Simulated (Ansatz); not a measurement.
A geometry of InSe away from equilibrium: step 3 of the relaxation of a relaxed InSe cell, doubled along one cell vector, shaken by Gaussian noise of σ = 0.08 Å a coordinate. These are PBEsol (plane waves to 420 eV, PAW, scalar-relativistic; Ansatz, an electronic-structure program) values and carry that method's errors. Γ-centred k-mesh 4×2×6 on the run's cell (coarser than for final values), Fermi–Dirac smearing 0.05 eV. The plane waves were selected for a different cell earlier on the path.

```yaml
crystal:
  lattice:
    - [7.49247, -0.01416, 0.01071]
    - [-7.51700, 12.53315, 0.06637]
    - [0.00590, 0.02450, 4.05873]
  atoms:
    - { symbol: In, position: [0.02560, 0.16494, 0.44346] }
    - { symbol: In, position: [0.02323, 0.67113, 0.37333] }
    - { symbol: In, position: [0.68334, 0.34043, 0.02938] }
    - { symbol: In, position: [0.67396, 0.85000, 0.02299] }
    - { symbol: In, position: [0.29848, 0.99401, 0.65834] }
    - { symbol: In, position: [0.32161, 0.49564, 0.67898] }
    - { symbol: Se, position: [0.99572, 0.34083, 0.37648] }
    - { symbol: Se, position: [0.99434, 0.84623, 0.27544] }
    - { symbol: Se, position: [0.26672, 0.15667, 0.95955] }
    - { symbol: Se, position: [0.32148, 0.65324, 0.01330] }
    - { symbol: Se, position: [0.66382, 0.97968, 0.57934] }
    - { symbol: Se, position: [0.68920, 0.50304, 0.67946] }
```

**Question.** Give the Cartesian forces on all atoms (eV/Å).

**Answer.** 
```csv
atom,Fx,Fy,Fz
In1,0.41,0.08,0.20
In2,0.26,-0.24,0.17
In3,-0.26,0.05,-0.08
In4,-0.01,-0.04,0.42
In5,-0.06,0.04,0.28
In6,0.25,0.22,0.09
Se7,0.19,-0.16,0.19
Se8,-0.25,0.03,-0.54
Se9,-0.57,0.05,0.00
Se10,-0.02,0.00,0.03
Se11,0.12,-0.13,-0.54
Se12,-0.06,0.11,-0.21
```

The path ends in Pm (No. 6). No spin polarisation in the result.

The end of the path is a generated cell of InSe: the first start was made by a random draw of sites in a space group, and the end was not matched to a known phase here, so it may be hypothetical. Known forms of InSe include space group No. 194.
